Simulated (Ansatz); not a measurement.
Relaxation of a generated cell, TaN placed in the FeSi structure type; 8 atoms in the cell, which starts as P2₁3 (No. 198), cP8; a = 4.3433 Å, b = 4.3433 Å, c = 4.3433 Å, α = 90.00°, β = 90.00°, γ = 90.00°. Computed with r2SCAN (plane waves to 500 eV, PAW, scalar-relativistic; Ansatz, a program for electronic structure). Γ-centred k-mesh 5×5×5 on the run's cell (coarser than for final values), Fermi–Dirac smearing 0.05 eV. This is the first round of the run. 

The optimiser's lines from the output (shortened; P is positive under compression):

```
relax step   1: F+E_penalty+E_count = -41317.20804576 eV  Δ(F+E_penalty+E_count) = +0.000e0 eV  max|allowed force component| = 1.200e0 eV/Å  Δτ_max = 0.0000 Å  P = +25.018 GPa  Ω = 81.934 Å³  (8 SCF iters, dr2 threshold 1.00e-7 eV, accepted)
relax step   2: F+E_penalty+E_count = -41318.10820618 eV  Δ(F+E_penalty+E_count) = -9.002e-1 eV  max|allowed force component| = 8.531e-1 eV/Å  Δτ_max = 0.0819 Å  P = -8.700 GPa  Ω = 89.623 Å³  (7 SCF iters, dr2 threshold 8.00e-7 eV, accepted)
relax step   3: F+E_penalty+E_count = -41318.74986568 eV  Δ(F+E_penalty+E_count) = -6.417e-1 eV  max|allowed force component| = 7.572e-1 eV/Å  Δτ_max = 0.1019 Å  P = -8.393 GPa  Ω = 88.840 Å³  (7 SCF iters, dr2 threshold 8.00e-7 eV, accepted)
relax step   4: F+E_penalty+E_count = -41319.71433450 eV  Δ(F+E_penalty+E_count) = -9.645e-1 eV  max|allowed force component| = 8.296e-1 eV/Å  Δτ_max = 0.1937 Å  P = +2.151 GPa  Ω = 86.107 Å³  (7 SCF iters, dr2 threshold 8.00e-7 eV, accepted)
relax step   5: F+E_penalty+E_count = -41322.12462428 eV  Δ(F+E_penalty+E_count) = -2.410e0 eV  max|allowed force component| = 1.613e0 eV/Å  Δτ_max = 0.1952 Å  P = +3.236 GPa  Ω = 85.321 Å³  (7 SCF iters, dr2 threshold 8.00e-7 eV, accepted)
relax step   6: F+E_penalty+E_count = -41324.18792858 eV  Δ(F+E_penalty+E_count) = -2.063e0 eV  max|allowed force component| = 7.499e-1 eV/Å  Δτ_max = 0.1992 Å  P = +1.121 GPa  Ω = 84.867 Å³  (7 SCF iters, dr2 threshold 8.00e-7 eV, accepted)
relax step   7: F+E_penalty+E_count = -41323.89779687 eV  Δ(F+E_penalty+E_count) = +2.901e-1 eV  max|allowed force component| = 1.205e0 eV/Å  Δτ_max = 0.1948 Å  P = +5.687 GPa  Ω = 85.132 Å³  (8 SCF iters, dr2 threshold 8.00e-7 eV, rejected (line search))
relax step   8: F+E_penalty+E_count = -41324.46545840 eV  Δ(F+E_penalty+E_count) = -2.775e-1 eV  max|allowed force component| = 1.298e-1 eV/Å  Δτ_max = 0.0970 Å  P = -2.005 GPa  Ω = 85.419 Å³  (11 SCF iters, accepted)
relax step   9: F+E_penalty+E_count = -41324.46000569 eV  Δ(F+E_penalty+E_count) = +5.453e-3 eV  max|allowed force component| = 7.716e-2 eV/Å  Δτ_max = 0.0264 Å  P = +5.078 GPa  Ω = 83.773 Å³  (6 SCF iters, dr2 threshold 8.00e-7 eV, rejected (line search))
relax step  10: F+E_penalty+E_count = -41324.47666237 eV  Δ(F+E_penalty+E_count) = -1.120e-2 eV  max|allowed force component| = 5.056e-2 eV/Å  Δτ_max = 0.0129 Å  P = -0.434 GPa  Ω = 85.039 Å³  (10 SCF iters, accepted)
relax step  11: F+E_penalty+E_count = -41324.47941973 eV  Δ(F+E_penalty+E_count) = -2.757e-3 eV  max|allowed force component| = 8.172e-3 eV/Å  Δτ_max = 0.0136 Å  P = -0.044 GPa  Ω = 84.936 Å³  (5 SCF iters, dr2 threshold 4.71e-7 eV, accepted)
relax step  12: F+E_penalty+E_count = -41324.47946679 eV  Δ(F+E_penalty+E_count) = -4.706e-5 eV  max|allowed force component| = 1.266e-4 eV/Å  Δτ_max = 0.0016 Å  P = +0.000 GPa  Ω = 84.928 Å³  (6 SCF iters, dr2 threshold 4.95e-9 eV, accepted)
relax step  13: F+E_penalty+E_count = -41324.48114175 eV  Δ(F+E_penalty+E_count) = -1.675e-3 eV  max|allowed force component| = 1.871e-4 eV/Å  Δτ_max = 0.0000 Å  P = +0.018 GPa  Ω = 84.928 Å³  stress off target by 1.82e-2 GPa  SCF on the basis re-selected at this cell (its energy is not comparable with the rows above)  (7 SCF iters)
```

From the first to the last row the energy changes by -0.91 eV/atom and the volume by +3.7 %. The last row is marked as not comparable with the walk above it, whose basis was carried along; it does compare with step 1, since both stand on a basis selected at the nominal cutoff for their own cell.

Steps 7, 9 were rejected by the optimiser.

Later rounds, restarted from the end of this one on a renewed k-mesh, logged 5 more steps. The final structure after all rounds: P2₁3 (No. 198), cP8; a = b = c = 4.3974 Å, α = β = γ = 90.00°. Between re-selections the logged energies stand on a plane-wave basis carried along with the cell. No spin polarisation in the result.

The run could not lose the symmetry of its start, so the end can be a saddle point.

The relaxed structure here is a generated cell of TaN: the first start was made by placing the elements on the sites of a structure type, and the end was not matched to a known phase here, so it may be hypothetical. Known forms of TaN include space group No. 225.
